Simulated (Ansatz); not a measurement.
## Si$_{2}$N: computed properties

All numbers below come from DFT PBE, scalar-relativistic, plane waves, PAW (Ansatz 0.2.0).

Cutoff 420 eV; k points 8×14×8 on the computed 6-atom cell (Γ-centred); Gaussian smearing, width 0.10 eV; no spin polarisation.

The structure is relaxed at this level of theory with its symmetry kept, and needn't be the ground state of this composition.

```
Si N
1.0
     4.89971    0.00000   -0.00387
     0.00000    2.77967    0.00000
    -1.35258    0.00000    5.45115
Si N
4 2
Direct
  0.26058 0.00000 0.06001
  0.25741 0.50000 0.58818
  0.73942 0.00000 0.93999
  0.74259 0.50000 0.41182
  0.65147 0.50000 0.72012
  0.34853 0.50000 0.27988
```

Question: Formation energy from the elements' standard states (uncorrected)?

Answer: -0.079 eV/atom.

Question: Kohn–Sham band gap?

Answer: none (metal).

Question: Density of states at the Fermi level?

Answer: 1.3 states/eV per cell.

Question: Orbital (Löwdin) character within 0.5 eV of the Fermi level?

Answer: Si 3p 65 %, Si 3s 13 %, N 2p 13 %, unprojected 6 %.

Question: Bader charge by site (e)?

Answer: Si (2 in the cell) 1.25, Si (2 in the cell) 1.09, N (2 in the cell) -2.33.

The cell was found from a structure generator's guess, not taken from experiment. Löwdin shares on free-atom orbitals overweight diffuse shells.
